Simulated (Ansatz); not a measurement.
In₂TeO₂:
```cif
data_In2O2Te
_chemical_formula_sum 'In2 Te1 O2'
_space_group_name_H-M_alt 'P 1'
_space_group_IT_number 1
_cell_length_a 3.74241
_cell_length_b 3.74241
_cell_length_c 7.18693
_cell_angle_alpha 90.000
_cell_angle_beta 90.000
_cell_angle_gamma 120.000
loop_
_space_group_symop_operation_xyz
  'x, y, z'
loop_
_atom_site_label
_atom_site_type_symbol
_atom_site_fract_x
_atom_site_fract_y
_atom_site_fract_z
_atom_site_occupancy
In1 In 0.66667 0.33333 0.80821 1
In2 In 0.33333 0.66667 0.19179 1
Te1 Te 0.00000 0.00000 0.50000 1
O1 O 0.66667 0.33333 0.11918 1
O2 O 0.33333 0.66667 0.88082 1
```

Relaxed with PBEsol.

Decompose the optical modes at the zone centre into irreducible representations, and say which are infrared and Raman allowed.

Point group -3m: Γ_opt = 2A1g + 2A2u + 2Eg + 2Eu. Infrared: A2u, Eu. Raman: A1g, Eg.

Assign frequencies (DFPT, PBEsol in the plane-wave PAW code Ansatz).

Eu 39, Eg 100, A2u 120, A1g 176, A2u 325, Eu 331, Eg 397, A1g 437 cm⁻¹.

Space group P-3m1. The start of the workflow was typed in or built on a structure type; neither database checked (COD, Materials Project) lists it. Whether it is the stable phase at ambient conditions was not checked. Symmetry was held in the PBEsol relaxation; whether a distortion lowers the energy is not shown. As this level gives no gap, phonon frequencies hold no LO–TO term and depend on the k-mesh and smearing (Fermi–Dirac, 0.1 eV here). Scalar-relativistic: spin–orbit coupling is off unless named, which matters more the heavier the elements.

Potentials: the earlier of the program's two PAW sets. The files were generated under PBE; for other functionals the program regenerates the frozen cores, and for LDA and PBEsol the local potential too.
